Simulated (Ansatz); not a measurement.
TaAl3 in space group I4/mmm (No. 139; Ta on 2a, Al on 2b, Al on 4d) at seven volumes, the program Ansatz at the PBEsol level (PAW), shape and atoms relaxed at each. One row is withheld.

```csv
V (Å³/atom),P (GPa)
14.180,?
14.647,9.71
15.115,4.49
15.582,0.00
16.050,-3.86
16.517,-7.18
16.985,-10.02
```

Task: Fit the shown pressures and predict the withheld one.

Result: Third-order Birch–Murnaghan: P = (3/2)B₀(x^(7/2) − x^(5/2))[1 + (3/4)(B′ − 4)(x − 1)] with x = (V₀/V)^(2/3). Least squares on the six rows gives V₀ = 15.582 Å³/atom, B₀ = 138.5 GPa, B′ = 4.05. At V = 14.180, x = 1.0649 and P = 15.81 GPa. The run itself gave 15.79 GPa.

The first step of the workflow began from a Materials Project structure, measured or hypothetical; the Crystallography Open Database files this formula in space group No. 139, but the cells were not matched. Whether it is the stable phase at ambient conditions was not checked. Symmetry was held in the PBEsol relaxation; whether a distortion lowers the energy is not shown. No spin polarisation was allowed. Spin–orbit coupling is left out wherever it is not named.

Potentials: the later of the program's two PAW sets.
